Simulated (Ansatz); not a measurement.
Structure types of TiSi compared at 56 GPa

Structure types of TiSi are relaxed in primitive cells with their symmetry kept at 56 GPa, on PAW files; LAPW relaxes the small cells further and takes the PAW cell for the others (marked *). The enthalpy is E + pV at zero temperature, without zero-point motion. Only the types listed were tried, and differences under about 5 meV/atom are mesh noise. The real phase may be another.

Computed with Ansatz 0.2.0; functional PBEsol, scalar-relativistic. Settings: Fermi–Dirac smearing of 0.08 eV, no spin polarisation. Methods: LAPW: all electrons, basis error target 0.5 meV/atom; PAW: frozen-core files, cutoff 420 eV.

k meshes: rocksalt 14×14×14, CsCl 14×14×14, zincblende 12×12×12, NiAs 11×11×6, wurtzite 10×10×5.

The PAW files were made under PBE.

**Question.** Which type is lowest in enthalpy, and by how much?

**Answer.** distorted NiAs, 218 meV/atom below CsCl. The whole table:

| start type | ends as | a, b, c (Å) | V (Å³/atom) | H − H(lowest), LAPW (meV/atom) | same, PAW |
| --- | --- | --- | --- | --- | --- |
| rocksalt | rocksalt, Fm-3m | 4.598, 4.598, 4.598 | 12.15 | 442.4 | 444.3 |
| CsCl | CsCl, Pm-3m | 2.829, 2.829, 2.829 | 11.32 | 217.5 | 217.2 |
| zincblende | zincblende, F-43m | 4.958, 4.958, 4.958 | 15.24 | 3200.2 | 3204.0 |
| NiAs* | distorted NiAs, P6_3/mmc | 2.580, 2.580, 7.945 | 11.45 | 0.0 | 0.0 |
| wurtzite* | flat h-MgO, P6_3/mmc | 3.844, 3.844, 4.479 | 14.33 | 1862.4 | 1865.2 |

**Question.** Split the lead of distorted NiAs over CsCl into energy and pV.

**Answer.** For CsCl less distorted NiAs: ΔE = +260.7 meV/atom, and p·ΔV = 56 GPa × -0.1235 Å³ × 6.242 meV/(GPa·Å³) = -43.2 meV/atom, together 217.5 meV/atom. distorted NiAs wins by its internal energy, though it is the less dense.
